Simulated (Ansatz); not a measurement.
SrCd: frozen-core PAW against all-electron methods

```xyz
2
Lattice="4.0030 -0.0200 -0.0200 -0.0200 4.0030 -0.0200 -0.0200 -0.0200 4.0030" Properties=species:S:1:pos:R:3 pbc="T T T"
Sr    1.9815    1.9815    1.9815
Cd    0.0000    0.0000    0.0000
```

Atom numbers follow the list: Sr1, Cd2.

The cell is COD entry 2310286, as deposited and not checked against the literature; nothing was relaxed. The listed cell was then made from it by scaling, straining or moving an atom.

All numbers are computed: DFT, LDA, PAW with Ansatz's default frozen-core files, scalar-relativistic (Ansatz 0.2.0); DFT, LDA, all-electron PAW with datasets made for the crystal, scalar-relativistic (Ansatz 0.2.0); DFT, LDA, all-electron LAPW, scalar-relativistic (Ansatz 0.2.0).

For PAW: a Γ-centred 10×10×10 k mesh, Fermi–Dirac smearing of 0.08 eV, cutoff 420 eV, no spin polarisation; the PAW files were made with PBE, and the program remakes their frozen cores for this functional. The crystal-made all-electron datasets (AE datasets) take a cutoff of 240 eV at this cell. LAPW targets a basis error of 0.5 meV/atom. The Ansatz runs share mesh, smearing and spin set-up. Plane-wave (PAW) pressures include the program's estimate of the Pulay term.

Stress and pressure are positive in compression.

The change that made this cell: equal xy, yz and zx engineering shear strains of -1 %.

Spin–orbit coupling is left out, which moves gradients at and beside heavy atoms by some per cent and at worst by a factor of two.

In a metal, gradients converge slowly with the k mesh: the values move by tens of per cent from one mesh to another, at times in sign, so only the comparison on one mesh counts.

| quantity | PAW | AE datasets | LAPW |
| --- | --- | --- | --- |
| pressure (GPa) | -2.04 | -2.05 | -2.05 |
| stress yz (GPa) | 0.20 | 0.20 | 0.20 |
| stress xz (GPa) | 0.20 | 0.20 | 0.20 |
| stress xy (GPa) | 0.20 | 0.20 | 0.20 |
| field gradient Vzz at Cd2 (10²¹ V/m²) | 0.50 | 0.51 | – |
